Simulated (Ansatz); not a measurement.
VMo2Se6 (P-6m2)

These are results of DFT PBE, scalar-relativistic, plane waves, PAW in Ansatz 0.2.0, not measurements.

Cutoff 420 eV; k points 12×12×2 on the computed 9-atom cell (Γ-centred); Gaussian smearing, width 0.10 eV; collinear spin from starting moments 1.0 0.0 0.0 0.0 0.0 0.0 0.0 0.0 0.0 μB.

The structure is relaxed at this level of theory with its symmetry kept, and needn't be the ground state of this composition.

Space group P-6m2 (No. 187), hexagonal, a = 3.327 Å, c = 29.003 Å. V is surrounded by 6 Se at 2.50 Å; Mo has 6 Se at 2.54 Å; around Se on its first site lie 3 V at 2.50 Å; Se on its second site has 3 Mo at 2.54 Å; around Se on its third site lie 3 Mo at 2.54 Å.

* Volume per atom: 30.88 Å³
* Formation energy from the elements' standard states (uncorrected): -0.693 eV/atom
* Kohn–Sham band gap: 0.13 eV
* Orbital (Löwdin) character of the top 1 eV of the valence band: Se 4p 44 %, Mo 4d 38 %, V 3d 15 %
* Orbital (Löwdin) character of the lowest 1 eV of the conduction band: V 3d 82 %, Se 4p 13 %
* Bader charge by site (e): V (1 in the cell) 1.26, Mo (2 in the cell) 0.99, Se (2 in the cell) -0.64, Se (2 in the cell) -0.49, Se (2 in the cell) -0.49
* Total moment: 0.99 μB per cell
* Moment by site (μB): V1 0.91, Se4 -0.05, Se7 -0.05

Moments started parallel, and an antiferromagnetic order may lie lower. The cell holds layers, chains or molecules and no dispersion correction was added, so their binding is poorly described.

Only this magnetic start was tried.

The cell was found from a structure generator's guess, not taken from experiment. Kohn–Sham gaps at this level usually fall short of measured ones. Löwdin shares on free-atom orbitals overweight diffuse shells in the empty bands.
